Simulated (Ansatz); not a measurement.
## Relaxing a structure of Hf

The start is a generated trial cell of Hf in the AFLOW prototype A_hR1_166_a (A10, as in Hg). The cell and all atomic positions are relaxed at zero pressure with PBEsol (plane waves to 420 eV, PAW, scalar-relativistic; Ansatz, an electronic-structure program). The first steps use a coarse 12×12×12 k-mesh.

Initial structure:
```
CELL_PARAMETERS angstrom
      1.71490     0.99010     2.20339
     -1.71490     0.99010     2.20339
      0.00000    -1.98019     2.20339
ATOMIC_POSITIONS crystal
  Hf 0.00000 0.00000 0.00000
```

Question: What pressure does the first self-consistent step give?

Answer: -2.4 GPa (negative: the cell is under tension).

Question: What symmetry does the relaxed structure have?

Answer: The space group goes from R-3m (No. 166) to Fm-3m (No. 225); the end is fcc (Cu type), with 1 atom in the primitive cell.

Question: How much energy is released per atom?

Answer: 0.31 eV/atom.

Question: How does the volume per atom move from start to end?

Answer: -3.9 %, from 22.45 to 21.57 Å³/atom.

Question: How do the shortest distances between atoms change?

Answer: The closest pairs of elements (up to four, under 3.6 Å), start → end: Hf–Hf 2.96 → 3.12 Å.

Question: What band gap does the relaxed structure have at this level?

Answer: Zero (metallic).

Question: What does it relax into? Give the structure.

Answer: 
```cif
data_Hf4
_chemical_formula_sum 'Hf4'
_space_group_name_H-M_alt 'Fm-3m'
_space_group_IT_number 225
_space_group_name_Hall '-F 4 2 3'
_cell_length_a 4.41854
_cell_length_b 4.41854
_cell_length_c 4.41854
_cell_angle_alpha 90.000
_cell_angle_beta 90.000
_cell_angle_gamma 90.000
loop_
_atom_site_label
_atom_site_type_symbol
_atom_site_symmetry_multiplicity
_atom_site_Wyckoff_symbol
_atom_site_fract_x
_atom_site_fract_y
_atom_site_fract_z
_atom_site_occupancy
Hf1 Hf 4 a 0.00000 0.00000 0.00000 1
```
(The calculation used a cell of 1 atom; values per cell refer to that cell.)

Final values are on a 18×18×18 k-mesh of the relaxed cell. No spin polarisation in the result.

The run could not lose the symmetry of its start: the end is stationary, and may be a saddle point rather than a minimum.

The relaxed structure here is a generated cell of Hf: the first start was made by placing the elements on the sites of a structure type, and the end was not matched to a known phase here, so it may be hypothetical. Known forms of Hf include space group No. 194.
